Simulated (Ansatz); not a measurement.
AlGa₃N₄: random displacements

Method: Ansatz, DFT r2SCAN, scalar-relativistic, plane waves, PAW. The runs took a 500 eV cutoff, a Γ-centred 6×6×6 mesh and Gaussian smearing (0.05 eV). No spin polarisation. Energies are free energies at this smearing, counted from the undisturbed cell; pressure is positive in compression.

Zero of the scan (as given, not relaxed at this level, and it needn't be the usual structure):

```
Al Ga N
1.0
     4.47169    0.00000    0.00000
     0.00000    4.47169    0.00000
     0.00000    0.00000    4.47169
Al Ga N
1 3 4
Direct
  0.00000 0.00000 0.00000
  0.50000 0.50000 0.00000
  0.50000 0.00000 0.50000
  0.00000 0.50000 0.50000
  0.75571 0.75571 0.24429
  0.75571 0.24429 0.75571
  0.24429 0.75571 0.75571
  0.24429 0.24429 0.24429
```

The atoms are displaced (Å, in the unstrained cell):

```tsv
atom	ux	uy	uz
Al1	0.102	-0.030	0.028
Ga2	-0.105	0.021	0.117
Ga3	0.035	0.179	-0.152
Ga4	0.156	-0.103	0.082
N5	0.085	0.003	0.055
N6	-0.153	0.096	-0.290
N7	0.018	-0.229	0.052
N8	-0.138	0.063	0.107
```

Strain (Voigt, engineering shear): (0.0078, -0.0115, 0.0058, 0.0054, -0.0254, -0.0006).

Task: What are the energy change, the stress and the forces?

Result: ΔE = 452.9 meV/atom; stress (xx, yy, zz, yz, xz, xy; compression positive) (10.53, 13.27, 13.47, 6.12, 7.96, 1.34) GPa; gap on the mesh 1.97 eV.
```tsv
atom	Fx (eV/Å)	Fy	Fz
Al1	-2.30	-1.00	-1.36
Ga2	3.70	-0.51	-0.05
Ga3	-0.35	-4.95	-0.43
Ga4	-4.98	2.95	1.17
N5	-1.04	0.25	-1.06
N6	2.82	0.93	6.15
N7	-0.47	5.30	0.30
N8	2.61	-2.97	-4.72
```

Cost: 1 run of about 1.6 core-minutes, on Arm Neoverse V2 (shared hosts).